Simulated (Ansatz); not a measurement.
Relaxed Cu (fcc, Cu type):

```xyz
4
Lattice="3.5634 0.0000 0.0000 0.0000 3.5634 0.0000 0.0000 0.0000 3.5634" Properties=species:S:1:pos:R:3 pbc="T T T"
Cu     0.0000     0.0000     0.0000
Cu     1.7817     1.7817     0.0000
Cu     1.7817     0.0000     1.7817
Cu     0.0000     1.7817     1.7817
```

All values below come from PBEsol (plane waves to 420 eV, PAW, scalar-relativistic; Ansatz, a first-principles code). k mesh 11×11×11 (Γ-centred), Fermi-Dirac smearing 0.05 eV. With partly filled bands, energies and forces of such displacements shift with the k mesh and the smearing. Cu is run without spin polarisation. Cu was relaxed with its symmetry unable to fall. The PAW data are Ansatz's earlier set.

One atom of the cell was then moved (with its periodic images), all else fixed, and the forces (eV/Å) came out as:

```tsv
atom	Fx	Fy	Fz
Cu1	0.205	-1.536	-1.536
Cu2	-1.536	0.205	-1.536
Cu3	-1.536	-1.536	0.205
Cu4	2.867	2.867	2.867
```

Which atom was moved, and by which vector (Å)?

Cu4, by (-0.26, -0.26, -0.26), 0.46 Å in all.

(A displaced cell: forces are minus the slopes of the energy, force constants its curvatures, and phonons follow from these.)
